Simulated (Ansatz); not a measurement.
BaPb:
```yaml
crystal:
  lattice:
    - [2.69487, -6.37255, 0.00000]
    - [2.69487, 6.37255, 0.00000]
    - [0.00000, 0.00000, 4.86000]
  atoms:
    - { symbol: Ba, position: [0.86804, 0.13196, 0.25000] }
    - { symbol: Ba, position: [0.13196, 0.86804, 0.75000] }
    - { symbol: Pb, position: [0.57802, 0.42198, 0.25000] }
    - { symbol: Pb, position: [0.42198, 0.57802, 0.75000] }
```

Relaxed with r²SCAN. Special points in fractions of this cell's reciprocal vectors: Γ (0.000, 0.000, 0.000); Y (-0.500, 0.500, 0.000); C0 (-0.295, 0.705, 0.000); Σ0 (0.295, 0.295, 0.000); Z (0.000, 0.000, 0.500); A0 (0.295, 0.295, 0.500); E0 (-0.295, 0.705, 0.500); T (-0.500, 0.500, 0.500); S (0.000, 0.500, 0.000); R (0.000, 0.500, 0.500).

Task: List the band energies nearest the Fermi level at these points for the program Ansatz at the r²SCAN level (PAW).

Result: In eV from the Fermi level; about four levels below and three above (degenerate sets whole), none deeper than 8.9 eV; points with the same levels are listed once.

```
k                     below                above
--  -----------------------  -------------------
Γ   -1.62 -1.40 -1.03 -0.11       0.51 1.25 1.44
Y   -1.19 -1.17 -1.17 -0.71       0.22 1.32 1.47
C0  -2.68 -1.67 -1.34 -1.24       0.32 1.06 1.52
Z   -2.24 -2.24 -1.37 -1.37  0.10 0.10 2.34 2.34
A0  -2.26 -2.26 -0.99 -0.99  0.62 0.62 2.17 2.17
T   -2.86 -2.86 -1.05 -1.05  0.82 0.82 2.23 2.23
S   -2.74 -1.68 -1.68 -1.20       0.75 0.89 1.88
R   -2.07 -2.07 -1.05 -1.05  0.35 0.35 2.81 2.81
```

Space group Cmcm. The first step of the workflow began from a Materials Project structure, measured or hypothetical; the Crystallography Open Database copy checked does not list it. Its standing as an ambient phase is unchecked. The cell was relaxed with r²SCAN under the symmetry of its start; whether a distortion lowers the energy is not shown. Spin–orbit coupling is left out wherever it is not named.

Potentials: the later of the program's two PAW sets.
